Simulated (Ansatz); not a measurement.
Relaxed-ion elastic tensor of V₂O₃ (corundum, R-3c) in GPa (Voigt order), DFT-PBEsol in the program Ansatz with PAW potentials; density 5.31 g/cm³, 9.37 Å³ per atom.

```
  342    153    207  -21.8    0.0    0.0
  153    342    207   21.8    0.0    0.0
  207    207    421    0.0    0.0    0.0
-21.8   21.8    0.0    157    0.0    0.0
  0.0    0.0    0.0    0.0    157  -21.8
  0.0    0.0    0.0    0.0  -21.8   94.5
```

Task: Is the crystal mechanically stable?

Result: Yes: the smallest eigenvalue of C is 87.6 GPa.

Task: Work out the Voigt, Reuss and Hill averages.

Result: K_V = 249, K_R = 241, K_H = 245; G_V = 118, G_R = 106, G_H = 112 GPa.

Task: Give Young's modulus, Poisson's ratio, Pugh's ratio and the universal anisotropy index.

Result: E = 9KG/(3K + G) = 291 GPa; ν = 0.30; K/G = 2.19 (ductile by the Pugh limit of 1.75); A_U = 5G_V/G_R + K_V/K_R − 6 = 0.57.

Task: Estimate the sound speeds and the Debye temperature.

Result: v_l = √((K + 4G/3)/ρ) = 8610 m/s, v_t = √(G/ρ) = 4590 m/s, mean 5130 m/s; Θ = (h/k)(3n/4πV)^(1/3) v_m = 724 K.

Task: Solve the Christoffel equation for the three sound speeds along x, y, z.

Result: Eigenvalues of C_ijkl n_j n_l equal ρv². In km/s, slowest first: x 4.06, 5.55, 8.03; y 4.22, 5.39, 8.06; z 5.43, 5.43, 8.91.

Task: How much does each axis shrink under pressure?

Result: Linear compressibilities β_i = Σ_j S_ij (j = 1 to 3): x 1.7, y 1.7, z 0.67 per TPa.

The PBEsol relaxation kept the symmetry of its start. Spin order of the final state: ferromagnetic, chosen from 5 collinear starts compared on coarse meshes (ties went to the first, and starts can fall back to one state), not a proven ground state. No Hubbard U is applied. As this level gives no gap, shear constants depend on the k-mesh and smearing (Fermi–Dirac, 0.1 eV here).

Potentials: the earlier of the program's two PAW sets.
